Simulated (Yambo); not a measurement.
```
CELL_PARAMETERS angstrom
      4.00010     0.00000     0.00000
      0.00000     4.00010     0.00000
      0.00000     0.00000     4.00010
ATOMIC_POSITIONS crystal
  H  0.14921 0.14921 0.85079
  H  0.14921 0.85079 0.14921
  H  0.85079 0.85079 0.85079
  H  0.85079 0.14921 0.14921
  N  0.00000 0.00000 0.00000
  Br 0.50000 0.50000 0.50000
```

NH4Br (space group P-43m, No. 215): mean Im ε in 1 eV windows above the direct gap of 6.36 eV, for different electron-hole kernels (Yambo, broadening 0.15 eV, norm-conserving PBEsol (Quantum ESPRESSO, 84 Ry, with spin-orbit coupling) bands; 6×6×6 mesh, 6 valence and 6 conduction bands, static screening with 60 bands and a 3 Ry block, scissor 2.35 eV, Tamm-Dancoff; field along x).

| window (eV) | independent quasiparticles | RPA (no attraction) | BSE |
|---|---|---|---|
| 6.4 to 7.4 | 0.6 | 0.5 | 2.9 |
| 7.4 to 8.4 | 1.2 | 0.9 | 4.0 |
| 8.4 to 9.4 | 3.7 | 2.4 | 3.4 |

This run doesn't resolve bound excitons or single peaks, so only averages are given, and they too depend on the mesh; weight that the attraction moves below the gap isn't listed. All transitions below 10.33 eV are in the band window. The scissor comes from a G0W0 run whose convergence isn't established.

Geometry of the Materials Project entry, not relaxed at this level.
